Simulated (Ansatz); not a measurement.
SiGeC2 in space group P-4m2 (No. 115; Si on 1a, C on 2g, Ge on 1c) at seven volumes, r²SCAN in the plane-wave PAW code Ansatz, shape and atoms relaxed at each. One row is withheld.

```
V (Å³/atom)  P (GPa)
-----------  -------
10.099         23.85
10.432         14.66
10.765             ?
11.098          0.00
11.431         -5.81
11.764        -10.79
12.097        -15.06
```

### Question
Fit the shown pressures and predict the withheld one.

### Answer
P = (3/2)B₀(x^(7/2) − x^(5/2))[1 + (3/4)(B′ − 4)(x − 1)] with x = (V₀/V)^(2/3). Least squares on the six rows gives V₀ = 11.098 Å³/atom, B₀ = 208 GPa, B′ = 4.09. At V = 10.765, x = 1.0205 and P = 6.74 GPa. The run itself gave 6.77 GPa.

The start of the workflow was typed in or built on a structure type; neither database checked (COD, Materials Project) lists it. Whether it is the stable phase at ambient conditions was not checked. The cell was relaxed with r²SCAN under the symmetry of its start; whether a distortion lowers the energy is not shown.

Potentials: the earlier of the program's two PAW sets.
